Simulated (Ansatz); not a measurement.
Question: I (molecular I2 type, Cmce) is relaxed with the program Ansatz at the r²SCAN level (PAW). What lattice parameters of the conventional cell result?

Answer: a = 7.742 Å, b = 4.636 Å, c = 9.854 Å.

Question: Give the free coordinates with the occupied sites.

Answer: In one choice of origin and axes:

```tsv
atom	site	symmetry	x	y	z
I	8f	m..	0.0000	0.3444	0.3800
```

Question: Is it a metal or does it have a gap at this level?

Answer: A gap of 1.23 eV, indirect.

Symmetry was held in the r²SCAN relaxation. A crystal of weakly bound molecules computed without a dispersion correction: the cell and the soft elastic constants depend strongly on that. Spin–orbit coupling is left out wherever it is not named.

Potentials: the later of the program's two PAW sets.
